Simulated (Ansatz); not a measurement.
# Two Ansatz runs on C

The cell comes from COD entry 1200017, which wasn't checked; take it as a given geometry. It differs from other determinations.

First run: DFT, PBE, all-electron LAPW, scalar-relativistic (Ansatz 0.2.0).

Command: `ansatz run input.yaml --threads 1 --pin off --max-ram 4096MiB --backend cpu --events-out ev --progress --plain --runs-dir out` The run took 2.5 min on 1 thread of Arm Neoverse V2 (shared host), peak memory 0.6 GiB.

```yaml
crystal:
  lattice:
    - [2.4699988104, 0.0, 0.0]
    - [-1.2349994052, 2.1390817171, 0.0]
    - [0.0, 0.0, 6.79]
  atoms:
    - { symbol: C, position: [0.0, 0.0, 0.0] }
    - { symbol: C, position: [0.0, 0.0, 0.5] }
    - { symbol: C, position: [0.3333333333, 0.6666666667, 0.005] }
    - { symbol: C, position: [0.6666666667, 0.3333333333, 0.505] }
kpoints:
  mp_grid: { grid: [19, 19, 6] }
  band_path:
    path:
      - [0.0, 0.0, 0.0]
      - [0.5, 0.0, 0.0]
      - [0.3333333333, 0.3333333333, 0.0]
      - [0.0, 0.0, 0.0]
      - [0.0, 0.0, 0.5]
      - [0.5, 0.0, 0.5]
      - [0.3333333333, 0.3333333333, 0.5]
      - [0.0, 0.0, 0.5]
      - [0.5, 0.0, 0.5]
    npoints: 14
scf:
  occupations: { method: fermi_dirac, width: 0.08 }
hamiltonian:
  xc: pbe
  pseudopotentials: { kind: all_electron, lapw: { basis_error: 0.0005 } }
output:
  forces: true
  stress: true
  eigenvalues: true
  fatbands: true
  populations: true
  dos: { projected: true, de: 0.2, e_range: [-14, 8] }
```

Result: converged; pressure -0.48 GPa; largest force 0.571 eV/Å; gap on the k mesh 0.43 eV (the mesh can miss the band edges); 7 SCF iterations.

The input is then changed:

```diff
@@ -10,5 +10,5 @@
     - { symbol: C, position: [0.6666666667, 0.3333333333, 0.505] }
 kpoints:
-  mp_grid: { grid: [19, 19, 6] }
+  mp_grid: { grid: [19, 19, 6], shift: [0.5, 0.5, 0.5] }
   band_path:
     path:
@@ -25,4 +25,5 @@
 scf:
   occupations: { method: fermi_dirac, width: 0.08 }
+  n_extra_bands: 2
 hamiltonian:
   xc: pbe
@@ -32,6 +33,4 @@
   stress: true
   eigenvalues: true
-  fatbands: true
   populations: true
-  dos: { projected: true, de: 0.2, e_range: [-14, 8] }
```

(1) What does the second run give?

Answers

(1) It converged; energy at zero smearing 0.0 meV/atom from the first run; pressure -0.48 GPa; largest force 0.571 eV/Å; gap on the k mesh 0.25 eV (the mesh can miss the band edges); 7 SCF iterations.
